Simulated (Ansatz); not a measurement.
Level of theory: DFT PBE, scalar-relativistic, plane waves, PAW, and for the lanthanide a 4f-in-core norm-conserving potential (Ansatz 0.2.0). Settings: cutoff 690 eV, Γ-centred meshes spaced at most about 0.3 Å⁻¹, and about 0.25 Å⁻¹ or finer for metals (2π included), Gaussian smearing. No spin polarisation in the final relaxations.

Temperature and zero-point effects are left out.

Compare these two cells of Ho₃PRu, each relaxed at this level.

A.

```
Ho P Ru
1.0
     5.16881    0.00000    0.00000
     0.00000    5.16881    0.00000
     0.00000    0.00000    5.16881
Ho P Ru
3 1 1
Direct
  0.00000 0.50000 0.50000
  0.50000 0.00000 0.50000
  0.50000 0.50000 0.00000
  0.00000 0.00000 0.00000
  0.50000 0.50000 0.50000
```

B.

```
Ho P Ru
1.0
     6.16495    0.00000    0.00000
    -3.08247    5.33900    0.00000
     0.00000    0.00000    4.31849
Ho P Ru
3 1 1
Cartesian
  3.0825 0.0000 0.0000
  -1.5412 2.6695 0.0000
  1.5412 2.6695 0.0000
  0.0000 0.0000 2.1592
  0.0000 0.0000 0.0000
```

Question: Which would you expect to be lower, and how large is the difference?

Answer: A is lower, by 268 meV/atom. A has the antiperovskite type, space group Pm-3m (No. 221), 27.6 Å³/atom and no gap on its mesh; B has space group P6/mmm (No. 191), 28.4 Å³/atom and no gap. Counting Ho or Ru atoms around P (for each partner element, those within 1.25 times its shortest distance or 1.15 times the sum of covalent radii, where it is the nearest in units of that sum or under 1.3; a plus sign parts groups by distance over the sum of covalent radii; the shortest distance is added where it exceeds 1.18 times the sum of covalent radii), A has P 12 from 3.7 Å and B has P 2+12. In A, around Ho lie 2 Ru at 2.58 Å, 4 P at 3.65 Å and 8 Ho at 3.65 Å; P is surrounded by 12 Ho at 3.65 Å; around Ru lie 6 Ho at 2.58 Å. In B, Ho has 4 Ho at 3.08 Å and 2 Ru at 3.08 Å; P has 2 Ru at 2.16 Å and 12 Ho at 3.76 Å; around Ru lie 2 P at 2.16 Å and 6 Ho at 3.08 Å. Both come from invented guesses.

Cells relaxed within their symmetry can be saddle points.

The lanthanide is trivalent by construction, without f bands, f moments or other valences.
